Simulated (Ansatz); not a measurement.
Polymorphs of In₂O₃, each relaxed with DFT-PBE in the program Ansatz with PAW potentials:

A: C2/c
a = 10.252 Å, b = 6.606 Å, c = 5.974 Å, α = γ = 90.00°, β = 115.36°

```json
[
 {"atom": "In", "site": "8f", "symmetry": "1", "x": "0.1618", "y": "0.1022", "z": "0.0942"},
 {"atom": "O", "site": "8f", "symmetry": "1", "x": "0.2121", "y": "0.4089", "z": "0.1190"},
 {"atom": "O", "site": "4e", "symmetry": "2", "x": "0.0000", "y": "0.0388", "z": "0.2500"}
]
```

B: bixbyite (Ia-3), a = b = c = 10.288 Å, α = β = γ = 90.00°

Problem. Order them by energy per atom at 0 K (lowest first) at the level PBE.

Solution. B (+0 meV/atom), A (+197 meV/atom)

Problem. Give each one's gap.

Solution. A 1.19 eV; B 0.94 eV.

Typed or built starts, not in the databases checked: A. Not the usual ambient phase: A. All cells were relaxed under the symmetry of their starts (and spin orders); stability against distortions was not tested throughout. Spin–orbit coupling is left out wherever it is not named.

Energies hold the estimated change up to a 700 eV cutoff; steps of a few meV lie near the error of the meshes.

Potentials: the earlier of the program's two PAW sets.
